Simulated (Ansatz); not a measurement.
Calculated ¹⁷O nuclear quadrupole resonance for RbBaSiHO₄

Cell: a Materials Project structure (computed, not necessarily an observed phase).

```cif
data_RbBaSiHO4
_symmetry_space_group_name_H-M 'P2_1'
_symmetry_Int_Tables_number 4
_cell_length_a 5.9801
_cell_length_b 8.2478
_cell_length_c 6.0528
_cell_angle_alpha 90.000
_cell_angle_beta 118.095
_cell_angle_gamma 90.000
loop_
_atom_site_label
_atom_site_type_symbol
_atom_site_symmetry_multiplicity
_atom_site_Wyckoff_symbol
_atom_site_fract_x
_atom_site_fract_y
_atom_site_fract_z
Rb Rb 2 a 0.3648 0.2306 0.7100
Ba Ba 2 a 0.0157 0.4823 0.0096
Si Si 2 a 0.6946 0.2456 0.3796
H H 2 a 0.5144 0.0116 0.4591
O9 O 2 a 0.8425 0.2384 0.2113
O11 O 2 a 0.8851 0.2382 0.6827
O13 O 2 a 0.4932 0.3979 0.3079
O15 O 2 a 0.5078 0.0724 0.3105
```

One atom of each set is listed.

Method: Kohn–Sham DFT in Ansatz, PBE, plane waves and PAW (field gradients read without the response of the frozen cores, which leaves them typically 4 to 6 % off), scalar-relativistic, 420 eV cutoff, Γ-centred 4×3×4 k-points, Fermi–Dirac smearing 0.02 eV.

¹⁷O: I = 5/2, Q = -25.58 mb (year-2017 value). Static lattice, zero field.

Problem. At which frequencies do the ¹⁷O NQR lines lie?

Solution. For I = 5/2 and η = 0 the lines are 3|C_Q|/20 and twice that; η pulls their ratio below 2.

```csv
site,atoms,V_zz (10²¹ V/m²),C_Q (MHz),η,line frequencies (MHz)
O9,2,4.82,-2.98,0.14,"0.457, 0.891"
O11,2,4.77,-2.95,0.14,"0.452, 0.882"
O13,2,5.05,-3.12,0.40,"0.543, 0.909"
O15,2,10.80,-6.68,0.65,"1.38, 1.87"
```

At O9, O11 and O13 V_zz points along its bond to Si (within 11°) in each case.
